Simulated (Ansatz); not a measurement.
Starting cell, Ti (hcp, Mg type):

```yaml
crystal:
  lattice:
    - [5.87827, 0.00000, 0.00000]
    - [-1.46957, 2.54537, 0.00000]
    - [2.93914, 0.00000, 4.65010]
  atoms:
    - { symbol: Ti, position: [0.79167, 0.66667, 0.75000] }
    - { symbol: Ti, position: [0.29167, 0.66667, 0.75000] }
    - { symbol: Ti, position: [0.20833, 0.33333, 0.25000] }
    - { symbol: Ti, position: [0.70833, 0.33333, 0.25000] }
```

A phonon eigenvector at L = (0.5, 0.0, 0.5) is frozen into this cell: atom i moves by Q times the vector below, so Q is the largest atomic displacement, in Å. The cell is held. It is one choice among 2 degenerate patterns. (q is in reciprocal vectors of the primitive cell; the cell shown is doubled to hold the pattern.)

```json
[
 {"atom": "Ti1", "x": "0.835", "y": "0.482", "z": "0.000"},
 {"atom": "Ti2", "x": "-0.835", "y": "-0.482", "z": "0.000"},
 {"atom": "Ti3", "x": "0.000", "y": "0.000", "z": "1.000"},
 {"atom": "Ti4", "x": "0.000", "y": "0.000", "z": "-1.000"}
]
```

Calculation: PBE (plane waves to 420 eV, PAW, scalar-relativistic; Ansatz, a first-principles code). k mesh 18×18×18 (Γ-centred), Fermi-Dirac smearing 0.05 eV. With partly filled bands, energies and forces of such displacements shift with the k mesh and the smearing. Ti is run without spin polarisation. Ti was relaxed with its symmetry unable to fall.

At one point of the scan the forces (eV/Å) are:

```csv
atom,Fx,Fy,Fz
Ti1,0.673,0.388,0.000
Ti2,-0.699,-0.404,0.000
Ti3,0.013,0.008,0.834
Ti4,0.013,0.008,-0.834
```

Which point is it?
A) Q = -0.100 Å
B) Q = -0.083 Å
C) Q = -0.033 Å
D) Q = -0.067 Å

D, Q = -0.067 Å

(A displaced cell: forces are minus the slopes of the energy, force constants its curvatures, and phonons follow from these.)
